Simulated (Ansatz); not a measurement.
A distorted cell of KMgF₃ (cubic perovskite):

```
CELL_PARAMETERS angstrom
      8.10854     0.00000     0.00000
      4.05427     4.05427     0.00000
      0.00000     0.00000     4.05427
ATOMIC_POSITIONS crystal
  K  0.00000 0.50000 0.50000
  K  0.50000 0.50000 0.50000
  Mg 0.00000 0.00000 0.01229
  Mg 0.50000 0.00000 0.98771
  F  0.75000 0.50000 0.00000
  F  0.25000 0.50000 0.00000
  F  0.25000 0.00000 0.00000
  F  0.75000 0.00000 0.00000
  F  0.00000 0.00000 0.47945
  F  0.50000 0.00000 0.52055
```

These are PBE (plane waves to 420 eV, PAW, scalar-relativistic; Ansatz, an electronic-structure program) values and carry that method's errors. k mesh 8×8×8 (Γ-centred), Fermi-Dirac smearing 0.05 eV. Stress and pressure are positive under compression. KMgF3 was relaxed with its symmetry unable to fall.

Problem. What forces act on the atoms (eV/Å, Cartesian)?

Solution. 
```csv
atom,Fx,Fy,Fz
K1,0.000,0.000,0.000
K2,0.000,0.000,0.000
Mg3,0.000,0.000,-0.880
Mg4,0.000,0.000,0.880
F5,0.000,0.000,0.000
F6,0.000,0.000,0.000
F7,0.000,0.000,0.000
F8,0.000,0.000,0.000
F9,0.000,0.000,1.112
F10,0.000,0.000,-1.112
```

Problem. Give the stress tensor in GPa and the pressure.

Solution. 
```
   0.04     0.00     0.00
   0.00     0.04     0.00
   0.00     0.00     2.04
```
The pressure, a third of the trace, is 0.71 GPa.

(For displaced atoms, the force is minus the slope of the energy, and its curvature is a force constant, which sets phonon frequencies.)
